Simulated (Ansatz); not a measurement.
In DFT-PBE in the program Ansatz with PAW potentials, In$_{3}$GaSbAs$_{3}$ in the orthorhombic phase (Pmm2; Pearson symbol oP8) relaxes to a = 4.367 Å, b = 4.384 Å, c = 12.418 Å. In on 1a has 4 nearest neighbours from 2.68 Å (tetrahedral); As on 1b has 4 nearest neighbours from 2.68 Å (tetrahedral); In on 1d has 4 nearest neighbours from 2.68 Å (tetrahedral); As on 1c has 4 nearest neighbours from 2.68 Å (tetrahedral). Its formation energy from the elements is -0.21 eV/atom, with no fitted shifts.

Electronic character: no gap, with almost no states at the Fermi level (zero-gap or semimetallic).

The start of the workflow was typed in or built on a structure type; neither database checked (COD, Materials Project) lists it. Its standing as an ambient phase is unchecked. Symmetry was held in the PBE relaxation; its stability against distortions is not shown here. The references are the lowest solids computed at this level, not always the standard phases. Spin–orbit coupling is left out wherever it is not named.

Potentials: the earlier of the program's two PAW sets.
